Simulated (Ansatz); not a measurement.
Input file for Ansatz (a first-principles code):

Ansatz 0.2 input:
```yaml
crystal:
  lattice:
    - [0.0, 3.1842686296, 3.1842686296]
    - [3.1842686296, 0.0, 3.1842686296]
    - [3.1842686296, 3.1842686296, 0.0]
  atoms:
    - { symbol: Mg, position: [0.0, 0.0, 0.0] }
    - { symbol: Te, position: [0.25, 0.25, 0.25] }
kpoints:
  mp_grid: { grid: [8, 8, 8] }
hamiltonian:
  xc: lda
  pseudopotentials: { kind: paw }
scf:
  occupations: { method: fixed }
elastic: { mode: relaxed_ion, stencil: two_point, amplitude: 0.005, f_tol: 0.0005 }
output: { polarization: {} }
```

Output (shortened):

```
Pseudopotential: Mg, paw, valence charge 10
Pseudopotential: Te, paw, valence charge 16
Functional definition: SPW92
Crystal: 2 atoms, lattice volume = 64.574 Å³
Basis set: ecut = 420 eV, 1243 PW (Γ)
Bands: 17, of which v1, the nominal top of the filled ones, is band 13 counted from 1 (12 counted from 0)
Symmetry: 24 space group operations
Space group: F-43m (ITA 216), of the structure as read, at distance tolerance 4.0e-5 Å
k-points: 29 of 512 (time reversal used)
SCF 1 converged in 9 iterations: F = -8730.489942 eV  dr2 = 9.13e-14
Crystal: 2 atoms, lattice volume = 64.251 Å³
Symmetry: 8 space group operations
k-points: 59 of 512 (time reversal used)
SCF 2 converged in 9 iterations: F = -8730.489695 eV  dr2 = 1.46e-15
Crystal: 2 atoms, lattice volume = 64.897 Å³
SCF 3 converged in 8 iterations: F = -8730.489703 eV  dr2 = 7.29e-14
Crystal: 2 atoms, lattice volume = 64.574 Å³
Symmetry: 4 space group operations
k-points: 95 of 512 (time reversal used)
SCF 4 converged in 10 iterations: F = -8730.489767 eV  dr2 = 1.32e-14
relax step   1: F+E_penalty+E_count = -8730.48976666 eV  Δ(F+E_penalty+E_count) = +0.000e0 eV  max|allowed force component| = 2.830e-2 eV/Å  Δτ_max = 0.0000 Å  (10 SCF iters, accepted)
Crystal: 2 atoms, lattice volume = 64.574 Å³
SCF 5 converged in 7 iterations: F = -8730.489832 eV  dr2 = 3.93e-14
relax step   2: F+E_penalty+E_count = -8730.48983195 eV  Δ(F+E_penalty+E_count) = -6.529e-5 eV  max|allowed force component| = 1.459e-2 eV/Å  Δτ_max = 0.0048 Å  (7 SCF iters, accepted)
Crystal: 2 atoms, lattice volume = 64.574 Å³
SCF 6 converged in 7 iterations: F = -8730.489856 eV  dr2 = 1.29e-14
relax step   3: F+E_penalty+E_count = -8730.48985560 eV  Δ(F+E_penalty+E_count) = -2.364e-5 eV  max|allowed force component| = 1.381e-6 eV/Å  Δτ_max = 0.0016 Å  (7 SCF iters, accepted)
Crystal: 2 atoms, lattice volume = 64.574 Å³
SCF 7 converged in 2 iterations: F = -8730.489856 eV  dr2 = 1.57e-15
Crystal: 2 atoms, lattice volume = 64.574 Å³
SCF 8 converged in 10 iterations: F = -8730.489767 eV  dr2 = 1.28e-14
relax step   1: F+E_penalty+E_count = -8730.48976666 eV  Δ(F+E_penalty+E_count) = +0.000e0 eV  max|allowed force component| = 2.830e-2 eV/Å  Δτ_max = 0.0000 Å  (10 SCF iters, accepted)
Crystal: 2 atoms, lattice volume = 64.574 Å³
SCF 9 converged in 7 iterations: F = -8730.489832 eV  dr2 = 2.07e-14
relax step   2: F+E_penalty+E_count = -8730.48983195 eV  Δ(F+E_penalty+E_count) = -6.529e-5 eV  max|allowed force component| = 1.459e-2 eV/Å  Δτ_max = 0.0048 Å  (7 SCF iters, accepted)
Crystal: 2 atoms, lattice volume = 64.574 Å³
SCF 10 converged in 7 iterations: F = -8730.489856 eV  dr2 = 1.44e-14
relax step   3: F+E_penalty+E_count = -8730.48985560 eV  Δ(F+E_penalty+E_count) = -2.364e-5 eV  max|allowed force component| = 1.413e-6 eV/Å  Δτ_max = 0.0016 Å  (7 SCF iters, accepted)
Crystal: 2 atoms, lattice volume = 64.574 Å³
SCF 11 converged in 2 iterations: F = -8730.489856 eV  dr2 = 1.65e-15
SCF converged after 9 iterations
Free energy (F): -8730.489942 eV
Harris-Foulkes:  -8730.489942 eV  (|F-HF|=0.00e0)
Internal energy: -8730.489942 eV  (E = F + TS)
E sigma→0 (E₀):  -8730.489942 eV
Fermi energy:    4.481668 eV
--- Per-component energies (eV) ---
  E_band       = -662.035344
  E_kinetic    = 258.537248
  E_local      = -3266.004835  (includes V_loc(G=0)·N_el)
  E_nonlocal   = -207.648725
  E_hartree    = 1554.276645
  E_xc         = -152.851178
  E_vxc        = -142.609996  (∫ρ·V_xc dr)
  E_paw        = -4782.248500  (= ΣΔE_a)
  E_vpaw       = -412.862143  (= ΣTr[D̂ρ^β])
  E_aug_tail   = -0.000203  (compensation charges beyond the density's cutoff)
  E_ewald      = -2135.379534
  E_core_change = 0.829141  (= ΣΔE_core)
  E_smearing   =  0.000000  (= −TS)
  E_closure    =  0.000000  (closes the sum)
  Σ components = -8730.489942   (vs F -8730.489942, Δ=0.00e0)
--- Forces (eV/Å), atoms counted from 1 ---
  atom   1  Mg     0.00000000     0.00000000     0.00000000
  atom   2  Te     0.00000000     0.00000000     0.00000000
  max |Σ_I F_I| component: 1.51e-16 eV/Å
--- Stress (GPa, compression-positive) ---
       -0.000026       0.000000       0.000000
        0.000000      -0.000026       0.000000
        0.000000       0.000000      -0.000026
  P = ⅓ Tr σ =  0.0000 GPa ( 0.000 kbar)
--- Band table (eV; the first three rows and the last of 29) ---
  k-point 0: bands = ["-69.8224", "-37.2490", "-37.2490", "-37.2490", "-30.5659", "-30.5659", "-30.5659", "-30.5563", "-30.5563", "-5.9508", "4.4817", "4.4817", "4.4817", "6.8637", "9.9520", "9.9520", "9.9520"]
  k-point 1: bands = ["-69.8224", "-37.2490", "-37.2490", "-37.2490", "-30.5659", "-30.5658", "-30.5658", "-30.5563", "-30.5563", "-5.8700", "3.6481", "4.4065", "4.4065", "7.5453", "9.8861", "10.1272", "10.1272"]
  k-point 2: bands = ["-69.8224", "-37.2491", "-37.2490", "-37.2490", "-30.5661", "-30.5657", "-30.5657", "-30.5562", "-30.5562", "-5.6590", "2.3845", "4.2420", "4.2420", "7.9133", "10.2828", "10.2828", "10.6094"]
  k-point 28: bands = ["-69.8224", "-37.2491", "-37.2491", "-37.2490", "-30.5662", "-30.5657", "-30.5651", "-30.5563", "-30.5559", "-5.0823", "1.6610", "2.4636", "2.9237", "8.9607", "10.2205", "10.6644", "10.8316"]
--- Elastic constants: 2 strain directions × 2 members + reference (group order 24) ---
  dense FFT box of the reference and of every strained cell: 32×32×32
  strains applied: 11, 23; error gains: componentwise 1.00 (the most a stress slope's error grows in a printed constant), spectral 1.73 (1 for all six strains …
  C = ∂σ_k/∂η_j (tension-positive GPa; Voigt order 11 22 33 23 13 12):
        48.415     33.907     33.907      0.000      0.000      0.000
        33.907     48.415     33.907      0.000      0.000      0.000
        33.907     33.907     48.415      0.000      0.000      0.000
         0.000      0.000      0.000     17.363      0.000      0.000
         0.000      0.000      0.000      0.000     17.363      0.000
         0.000      0.000      0.000      0.000      0.000     17.363
  reference stress σ⁰ (GPa):      0.000      0.000      0.000      0.000      0.000      0.000
  moduli (Voigt/Reuss/Hill, GPa): K = 38.74/38.74/38.74   G = 13.32/11.15/12.23   E = 33.21   ν = 0.357
  mechanically stable: yes (min eigenvalue of sym C = 14.51 GPa)
  e, the proper piezoelectric tensor (elastic.mode: relaxed_ion; C/m²; rows x y z; Voigt order 11 22 33 23 13 12):
       0.00000    0.00000    0.00000    0.14779    0.00000    0.00000
       0.00000    0.00000    0.00000    0.00000    0.14779    0.00000
       0.00000    0.00000    0.00000    0.00000    0.00000    0.14779
  ±, each entry's uncertainty from the finite density of the strings (C/m²), an estimate: the size of the correction for it that the entry includes:
       0.00000    0.00000    0.00000    0.00296    0.00000    0.00000
       0.00000    0.00000    0.00000    0.00000    0.00296    0.00000
       0.00000    0.00000    0.00000    0.00000    0.00000    0.00296
  strain η (Voigt 11):  stress-route row diagonal C_11 = 48.41 GPa, energy-path curvature d²(F+E_count+ΔE)/dδ²/Ω₀ = 48.40 GPa
         δ    σ_11 (GPa)             F (eV)   n_scf  n_hpsi   n_pw
    -5.000e-3      -0.2428       -8730.4896948       9   21519   1281   relax 0 steps, max|allowed force component| 2.67e-17 eV/Å
     5.000e-3       0.2413       -8730.4897026       8   21124   1287   relax 0 steps, max|allowed force component| 2.60e-17 eV/Å
  strain η (Voigt 23):  stress-route row diagonal C_44 = 17.36 GPa, energy-path curvature d²(F+E_count+ΔE)/dδ²/Ω₀ = 17.35 GPa
         δ    σ_23 (GPa)             F (eV)   n_scf  n_hpsi   n_pw
    -5.000e-3      -0.0868       -8730.4898556       2   14697   1283   relax 3 steps, max|allowed force component| 1.38e-6 eV/Å
     5.000e-3       0.0868       -8730.4898556       2   14769   1283   relax 3 steps, max|allowed force component| 1.41e-6 eV/Å
--- Formal polarisation (Berry phase): one branch of a lattice of values; only differences between neighbouring runs are physical ---
  axis  mesh            electronic          ionic      p = total  spread (rad)  least overlap  resolved gap  δp at fixed H ≤   (phases in cycles; p mod 2 …
  b1    8×8×8          -0.50000000     4.00000000     3.50000000      0.065362         0.8853        2.3820           4.9e-6
  b2    8×8×8          -0.50000000     4.00000000     3.50000000      0.065362         0.8853        2.3820           4.9e-6
  b3    8×8×8          -0.50000000     4.00000000     3.50000000      0.065362         0.8853        2.3820           4.9e-6
  quantum along a1:   0.13947475 e/Å² =   223.463190 µC/cm²
  quantum along a2:   0.13947475 e/Å² =   223.463190 µC/cm²
  quantum along a3:   0.13947475 e/Å² =   223.463190 µC/cm²
  P = (  0.34518240,   0.34518240,   0.34518240) e/Å² = (  553.043180,   553.043180,   553.043180) µC/cm²  (mod the quanta)
```

Cost: around 100 core-seconds (rough) on shared cores.

The cell was relaxed with LDA under the symmetry of its start; of distortions, only those at the zone centre were tested. Spin–orbit coupling is left out wherever it is not named.

Potentials: the later of the program's two PAW sets.

Ansatz is a plane-wave DFT program.
